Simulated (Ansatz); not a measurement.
## KTaO₃ in the perovskite structure

Computed with Ansatz (plane waves, PAW, 500 eV cutoff): r²SCAN, scalar-relativistic, no spin polarisation, Γ-centred 6×6×6 mesh, 0.05 eV Gaussian smearing. The datasets are Ansatz's generated set soft_2.

```yaml
crystal:
  lattice:
    - [3.99017, 0.00000, 0.00000]
    - [0.00000, 3.99017, 0.00000]
    - [0.00000, 0.00000, 3.99017]
  atoms:
    - { symbol: K, position: [0.00000, 0.00000, 0.00000] }
    - { symbol: Ta, position: [0.50000, 0.50000, 0.50000] }
    - { symbol: O, position: [0.00000, 0.50000, 0.50000] }
    - { symbol: O, position: [0.50000, 0.50000, 0.00000] }
    - { symbol: O, position: [0.50000, 0.00000, 0.50000] }
```

The start was a prototype's sites filled with these elements; the Crystallography Open Database holds the compound in this structure. The ideal cubic cell shuts out tilts of the octahedra, which such structures often take.

Elastic constants come from the stress of slightly strained cells with relaxed atoms, in GPa, Voigt order xx, yy, zz, yz, xz, xy in the Cartesian frame of the vectors above.

Give the elastic tensor.

```
462  83  83   0   0   0
 83 462  83   0   0   0
 83  83 462   0   0   0
  0   0   0 108   0   0
  0   0   0   0 108   0
  0   0   0   0   0 108
```

Is the crystal mechanically stable, and what are its polycrystalline moduli?

Stable against homogeneous strain: the smallest eigenvalue of the tensor is 108 GPa. Hill averages: K = 209 GPa, G = 135 GPa, E = 334 GPa, ν = 0.23.

For a cubic crystal three numbers say it all: C11 = 461.6, C12 = 82.8, C44 = 107.6 GPa. K = (C11 + 2C12)/3 = 209.1 GPa. The two shear moduli are C44 and C′ = (C11 − C12)/2 = 189.4 GPa, so Zener's ratio C44/C′ is 0.57: the crystal is stiffest along ⟨100⟩ and softest along ⟨111⟩. The Cauchy pressure C12 − C44 is -25 GPa; pair forces would make it zero if every atom sat on a centre of inversion, as here.

The equation of state, an independent route, gives B0 = 209 GPa, against 209 GPa here.

Run time: 14 s on 4 threads of Arm Neoverse V1, with other jobs on the host, peak memory 0.56 GiB.

For elements this heavy, spin–orbit coupling would shift levels and gaps; it isn't included here.
